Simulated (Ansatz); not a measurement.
Be: is the k mesh converged?

Be in the hcp lattice, in a typed cell, not relaxed.

```xyz
2
Lattice="1.1350 -1.9659 0.0000 1.1350 1.9659 0.0000 0.0000 0.0000 3.5700" Properties=species:S:1:pos:R:3 pbc="T T T"
Be    1.1350    0.6553    0.8925
Be    1.1350   -0.6553    2.6775
```

DFT in Ansatz; PBE; Ansatz hand-made PAW at 960 eV; k mesh 6×6×4; Fermi–Dirac smearing of 0.1 eV; no spin. Phonons (finite displacements in cells commensurate with each q) are harmonic and in cm⁻¹; i marks an unstable mode. Zone-centre lists hold the optical modes without the non-analytic term.

Caveats: coarse k mesh.

At 7.97 Å³ an atom it gives top Γ mode (cm⁻¹) 677; lowest Γ mode (cm⁻¹) 468; lowest mode at q = [0.5, 0, 0] (cm⁻¹) 386; top mode at q = [0.5, 0, 0] (cm⁻¹) 596.

Q: Repeat on 8×8×6. Do the numbers hold?

A: 
```csv
k mesh,cutoff (eV),volume (Å³/atom),top Γ mode (cm⁻¹),lowest Γ mode (cm⁻¹),"lowest mode at q = [0.5, 0, 0] (cm⁻¹)","top mode at q = [0.5, 0, 0] (cm⁻¹)"
8×8×6,960,7.97,691,460,397,608
```

These numbers hold within 3 %, but another mode of these runs, not in the table, moves by 46 cm⁻¹.
